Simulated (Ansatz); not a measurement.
What does Ansatz print for the nuclei with this input?

The cell is a computed structure from the Materials Project (it need not be an observed phase), atoms as given.

```yaml
crystal:
  lattice:
    - [6.100424646, 0.0, 0.0]
    - [0.0, 3.610613, 0.0]
    - [-0.2677828663, 0.0, 12.928621009]
  atoms:
    - { symbol: Hf, position: [0.512642, 0.5, 0.746751] }
    - { symbol: Hf, position: [0.487358, 0.5, 0.253249] }
    - { symbol: Cr, position: [0.01421, 0.0, 0.245229], spin: 3.0 }
    - { symbol: Cr, position: [0.98579, 0.0, 0.754771], spin: 3.0 }
    - { symbol: Ag, position: [0.5, 0.5, 0.0] }
    - { symbol: Ag, position: [0.0, 0.0, 0.5] }
    - { symbol: S, position: [0.153017, 0.5, 0.138234] }
    - { symbol: S, position: [0.846983, 0.5, 0.861766] }
    - { symbol: S, position: [0.665949, 0.0, 0.633349] }
    - { symbol: S, position: [0.334051, 0.0, 0.366651] }
    - { symbol: S, position: [0.675038, 0.0, 0.142481] }
    - { symbol: S, position: [0.324962, 0.0, 0.857519] }
    - { symbol: S, position: [0.140928, 0.5, 0.649969] }
    - { symbol: S, position: [0.859072, 0.5, 0.350031] }
magnetization:
  spin_polarized: true
kpoints:
  mp_grid: { grid: [5, 8, 3] }
scf:
  occupations: { method: fermi_dirac, width: 0.02 }
hamiltonian:
  xc: r2scan
  pseudopotentials: { kind: paw }
output:
  forces: true
  stress: true
  populations: true
  efg:
    quadrupole_moments_barn: { Hf: 3.365, Cr: -0.15, S: -0.0694 }
    contact_densities: true
  write_density: true
  write_potential: true
  elf: true
  volumetric_format: npy
```

```sh
ansatz run input.yaml --threads 1 --pin off --max-ram 3072MiB --backend cpu --events-out ev --progress --plain --runs-dir out
```

Of the output, the block on the nuclei alone is shown; the set-up, the SCF iterations, energies, forces and stress are cut. One atom of each set with nearly equal values is shown.

```
--- PAW observables at the nuclei: V_zz in 10²¹ V/m², potentials from the cell's mean, atoms counted from 1 ---
  atom   1  Hf V_zz =    -6.070877   η = 0.5195   by run symmetry: allowed   C_q = -493.9590 MHz
            electrostatic potential = -14173.948876 V   contact ρ = 7525056.685524 e/Å³   contact ρ_s (e/Å³): all electrons +2.618885, valence +2.581737
  atom   3  Cr V_zz =    +1.112888   η = 0.0366   by run symmetry: allowed   C_q = -4.0364 MHz
            electrostatic potential = -2857.347814 V   contact ρ = 76237.995708 e/Å³   contact ρ_s (e/Å³): all electrons -1.044618, valence +4.938158
  atom   5  Ag V_zz =    -1.444823   η = 0.8636   by run symmetry: allowed
            electrostatic potential = -7475.717584 V   contact ρ = 947723.685707 e/Å³   contact ρ_s (e/Å³): all electrons +0.228128, valence +0.219737
  atom   6  Ag V_zz =    -2.500386   η = 0.6910   by run symmetry: allowed
            electrostatic potential = -7475.837123 V   contact ρ = 947722.779033 e/Å³   contact ρ_s (e/Å³): all electrons -0.024358, valence -0.001573
  atom   7  S  V_zz =    -6.657046   η = 0.1351   by run symmetry: allowed   C_q = +11.1711 MHz
            electrostatic potential = -1635.289084 V   contact ρ = 19738.085196 e/Å³   contact ρ_s (e/Å³): all electrons +0.036817, valence +0.050239
  atom   9  S  V_zz =    +3.740242   η = 0.9777   by run symmetry: allowed   C_q = -6.2764 MHz
            electrostatic potential = -1635.130233 V   contact ρ = 19737.431549 e/Å³   contact ρ_s (e/Å³): all electrons +0.025904, valence +0.032039
  atom  11  S  V_zz =    +3.594250   η = 0.4621   by run symmetry: allowed   C_q = -6.0315 MHz
            electrostatic potential = -1635.077171 V   contact ρ = 19737.237183 e/Å³   contact ρ_s (e/Å³): all electrons +0.014580, valence +0.021625
  atom  13  S  V_zz =    -4.065370   η = 0.7272   by run symmetry: allowed   C_q = +6.8220 MHz
            electrostatic potential = -1635.224961 V   contact ρ = 19737.097596 e/Å³   contact ρ_s (e/Å³): all electrons -0.001677, valence +0.011328
```

The run took 13 min of wall time (13 min of CPU time) and 2.3 GiB at its peak, on 1 thread of Arm Neoverse V2 (aarch64; 32 cores open to the job, memory cap 3.0 GiB, no GPU), a shared host with a load of 0.9 a core.

The program didn't check the stability of this electronic state in full, so a lower one may lie near. Without spin–orbit coupling the gradients at and beside Hf can be off by some per cent, at some sites by more. All moments are parallel here, as the start or the cell imposes; many such compounds order antiparallel, where fields and spin densities carried over to other atoms largely cancel. The magnetic order is the one that the run reached from its start moments, not necessarily the measured one.
